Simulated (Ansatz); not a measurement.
LaI (NiAs type, P6_3/mmc), PBE (plane waves, PAW; program Ansatz), all energies at zero smearing, with the estimated change up to a 700 eV cutoff added, with one set of potentials and settings (totals compare only within such a set). Cell of 4 atoms (2 La, 2 I): -27530.321 eV.

| element | reference phase | E (eV/atom) |
|---|---|---|
| La | P6_3/mmc, 4 atoms in the cell | -6250.0953 |
| I | Cmce, 4 atoms in the cell | -7512.9095 |

Formation energy per atom, worked out: (-27530.321 − 2×(-6250.0953) − 2×(-7512.9095))/4 = -1.078 eV/atom (-104 kJ per mol of atoms), at 0 K, without zero-point energy or fitted corrections.

The workflow started from a Materials Project entry (that database holds measured and hypothetical structures alike); the Crystallography Open Database files this formula in space group No. 194, but the cells were not matched. Whether it is the stable phase at ambient conditions was not checked. Symmetry was held in the PBE relaxation; whether a distortion lowers the energy is not shown. The references are the lowest solids computed at this level, not always the standard phases. Scalar-relativistic: spin–orbit coupling is off unless named, which matters more the heavier the elements.

Potentials: the later of the program's two PAW sets.
